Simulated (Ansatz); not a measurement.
The relaxed structure here is a generated cell of Ir: the first start was made by placing the elements on the sites of a structure type, and the end was not matched to a known phase here, so it may be hypothetical. Known forms of Ir include space group No. 225.

A relaxed cell of Ir (Im-3m (No. 229)), relaxed on a k-mesh at least as fine as the one used below. The numbers are results of PBEsol (plane waves to 420 eV, PAW, scalar-relativistic; Ansatz, a quantum-chemistry and plane-wave program), not measurements. Γ-centred k-mesh 15×15×15 on the run's cell (coarser than for final values), Fermi–Dirac smearing 0.05 eV.

```
CELL_PARAMETERS angstrom
     -3.07660     3.07660     3.07660
      1.53830    -1.53830     1.53830
      1.53830     1.53830    -1.53830
ATOMIC_POSITIONS crystal
  Ir 0.00000 0.00000 0.00000
  Ir 0.50000 0.00000 0.00000
```

The atoms are displaced along an unstable phonon of this cell by (Å):

```tsv
atom	ux	uy	uz
Ir1	0.000	0.106	-0.106
Ir2	0.000	-0.106	0.106
```

What forces (eV/Å) and pressure result?


| atom | Fx | Fy | Fz |
|---|---|---|---|
| Ir1 | 0.00 | 1.36 | -1.36 |
| Ir2 | 0.00 | -1.36 | 1.36 |

Pressure -2.6 GPa.

Estimate the energy cost of the displacement in the harmonic approximation and compare with the calculation.

For a harmonic well ΔE = −½ Σ F·u = -0.289 eV a cell, or -144 meV/atom. The calculated energy relative to the undisplaced cell is -0.19 eV/atom, so anharmonic terms matter at this amplitude.

The undisplaced cell is probably no minimum: from this displacement the run went on to P6₃/mmc (No. 194), 0.61 eV/atom below it.

No spin polarisation in the result. A magnetic state may lie lower.
